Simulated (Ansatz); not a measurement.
Computed with Ansatz, DFT PBE, scalar-relativistic, plane waves, PAW. All cells share a 420 eV cutoff and Γ-centred k meshes spaced at most about 0.3 Å⁻¹ (about 0.25 or finer for metals, 2π included). No spin polarisation in the final relaxations.

These are static total energies at zero pressure. All come from trial cells, and lower structures may exist.

**Question.** Order these relaxed structures of CdSb2O2 by energy, lowest first, with the energy over the lowest of them.
A. Space group P6/mmm (No. 191), hexagonal, a = 5.587 Å, c = 4.096 Å. Around Cd lie 6 Sb at 3.23 Å; around Sb lie 2 O at 2.05 Å, 3 Cd at 3.23 Å and 3 Sb at 3.23 Å; O has 2 Sb at 2.05 Å.
B. Space group P-3m1 (No. 164), trigonal, a = 3.914 Å, c = 7.637 Å. Cd has 6 Sb at 3.29 Å; around Sb lie 1 O at 2.13 Å, 3 O at 2.37 Å and 3 Cd at 3.29 Å; O is surrounded by 1 Sb at 2.13 Å, 3 Sb at 2.37 Å and 3 O at 2.66 Å.
C. Space group R-3m (No. 166), trigonal, a = 5.618 Å, c = 25.605 Å. Cd has 6 Sb at 3.27 Å and 6 O at 3.95 Å; Sb is surrounded by 1 O at 1.84 Å and 3 Cd at 3.27 Å; O has 1 Sb at 1.84 Å and 3 Cd at 3.95 Å.
D. Space group P4/mbm (No. 127), tetragonal, a = 8.481 Å, c = 3.190 Å. Cd is surrounded by 4 Sb at 3.00 Å, 2 Cd at 3.19 Å and 8 O at 3.64 Å; around Sb lie 2 O at 2.04 Å and 2 Cd at 3.00 Å; around O lie 2 Sb at 2.04 Å, 3 O at 3.19–3.36 Å and 4 Cd at 3.64 Å.

**Answer.** D (0 meV/atom), B (70 meV/atom), A (159 meV/atom), C (429 meV/atom). Forms: D P4/mbm; B P-3m1; A P6/mmm; C R-3m.

Weakly bound directions are ill-defined at this level, which has no dispersion term (R-3m), and this can change margins and order among such cells. Spin–orbit coupling, which can matter for Sb, is left out. Cells relaxed within their symmetry can be saddle points. Some types were kept out of the candidates beforehand, so the set may lack a known form.
